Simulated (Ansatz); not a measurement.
CdSe (zinc blende)

```yaml
crystal:
  lattice:
    - [0.00000, 3.04101, 3.04101]
    - [3.04101, 0.00000, 3.04101]
    - [3.04101, 3.04101, 0.00000]
  atoms:
    - { symbol: Se, position: [0.75000, 0.75000, 0.75000] }
    - { symbol: Cd, position: [0.00000, 0.00000, 0.00000] }
```

Two coordinates are scanned: the volume, and the ratio of the stretch along z (the conventional c axis) to the stretch across it. Atoms keep their fractional coordinates.

Computed with PBEsol (plane waves to 420 eV, PAW, scalar-relativistic; Ansatz, a first-principles code). k mesh 9×9×9 (Γ-centred), Fermi-Dirac smearing 0.05 eV. Compression counts positive. CdSe was relaxed with its symmetry unable to fall. The PAW data are Ansatz's earlier set. 

| σzz − σxx (GPa) | V/V₀ = 0.960 | V/V₀ = 0.980 | V/V₀ = 1.000 | V/V₀ = 1.020 | V/V₀ = 1.040 |
|---|---|---|---|---|---|
| (c/a)/(c/a)₀ = 0.960 | 0.55 | 0.61 | (withheld) | 0.70 | 0.74 |
| (c/a)/(c/a)₀ = 0.980 | 0.29 | 0.32 | 0.34 | 0.36 | 0.38 |
| (c/a)/(c/a)₀ = 1.000 | 0.00 | 0.00 | 0.00 | 0.00 | 0.00 |
| (c/a)/(c/a)₀ = 1.020 | -0.31 | -0.34 | -0.36 | -0.38 | -0.40 |
| (c/a)/(c/a)₀ = 1.040 | (withheld) | -0.71 | -0.75 | -0.79 | -0.82 |

What belongs in the gaps?


- (c/a)/(c/a)₀ = 0.960, V/V₀ = 1.000: 0.66
- (c/a)/(c/a)₀ = 1.040, V/V₀ = 0.960: -0.66

(A scan under strain: stresses follow from slopes of the energy per volume, elastic moduli from its curvatures.)
